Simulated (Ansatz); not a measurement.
WS$_{2}$:
```xyz
6
Lattice="3.1877 0.0000 0.0000 -1.5939 2.7607 0.0000 0.0000 0.0000 14.8612" Properties=species:S:1:pos:R:3 pbc="T T T"
W      0.0000     1.8404     3.7153
W      1.5939     0.9202    11.1459
S      0.0000     1.8404     9.5748
S      1.5939     0.9202     5.2864
S      1.5939     0.9202     2.1442
S      0.0000     1.8404    12.7170
```

Relaxed with PBE. Special points in fractions of this cell's reciprocal vectors: Γ (0.000, 0.000, 0.000); M (0.500, 0.000, 0.000); K (0.333, 0.333, 0.000); A (0.000, 0.000, 0.500); L (0.500, 0.000, 0.500); H (0.333, 0.333, 0.500).

**Question.** List the band energies nearest the valence-band maximum at these points for PBE (plane waves, PAW; program Ansatz).

**Answer.** In eV from the valence-band maximum; about four levels below and three above (degenerate sets whole), none deeper than 8.9 eV; points with the same levels are listed once.

```json
[
 {"k": "Γ", "below": "-1.80 -1.80 -1.80 -1.80 -0.41 0.00", "above": "2.69 2.69 2.69 2.69"},
 {"k": "M", "below": "-1.46 -1.45 -1.10 -1.09", "above": "2.65 2.65 3.07"},
 {"k": "K", "below": "-2.54 -2.54 -0.19 -0.17", "above": "1.63 1.63 3.04"},
 {"k": "A", "below": "-1.80 -1.80 -1.80 -1.80 -0.18 -0.18", "above": "2.69 2.69 2.69 2.69"},
 {"k": "L", "below": "-1.45 -1.45 -1.10 -1.10", "above": "2.65 2.65 3.10 3.10"},
 {"k": "H", "below": "-2.54 -2.54 -0.18 -0.18", "above": "1.63 1.63 3.15 3.15"}
]
```

Space group P6_3/mmc. The cell was relaxed with PBE under the symmetry of its start. The run is not spin-polarised. The volume lies over 15 % above that of the usual cell of this phase: another minimum, or an error of the functional. A crystal of weakly bound layers computed without a dispersion correction: the cell and the soft elastic constants depend strongly on that. Scalar-relativistic: spin–orbit coupling is off unless named, which matters more the heavier the elements.

Potentials: the later of the program's two PAW sets.
